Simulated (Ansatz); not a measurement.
Be:
```
Be
1.0
    2.25654     0.00000     0.00000
   -1.12827     1.95422     0.00000
    0.00000     0.00000     3.56190
Be
2
Direct
  0.33333   0.66667   0.75000
  0.66667   0.33333   0.25000
```

Relaxed with r²SCAN+D4. Special points in fractions of this cell's reciprocal vectors: Γ (0.000, 0.000, 0.000); M (0.500, 0.000, 0.000); K (0.333, 0.333, 0.000); A (0.000, 0.000, 0.500); L (0.500, 0.000, 0.500); H (0.333, 0.333, 0.500).

### Question
List the band energies nearest the Fermi level at these points for plane-wave PAW r²SCAN+D4 (Ansatz code).

### Answer
In eV from the Fermi level; about four levels below and three above (degenerate sets whole), none deeper than 8.9 eV; … stands for higher levels left out; points with the same levels are listed once.

| k | below | above |
|---|---|---|
| Γ | -4.84 | 0.99 … |
| M | -5.46 -3.41 | 3.90 6.74 … |
| K | -2.76 -1.11 -1.11 | … |
| A | – | 11.35 11.35 … |
| L | -3.92 -3.92 | 1.53 1.53 … |
| H | -1.21 -1.21 | 0.27 0.27 … |

Space group P6_3/mmc (hcp (Mg type)). Symmetry was held in the r²SCAN+D4 relaxation. The pairwise dispersion correction was not fitted to metals.

Potentials: the later of the program's two PAW sets.
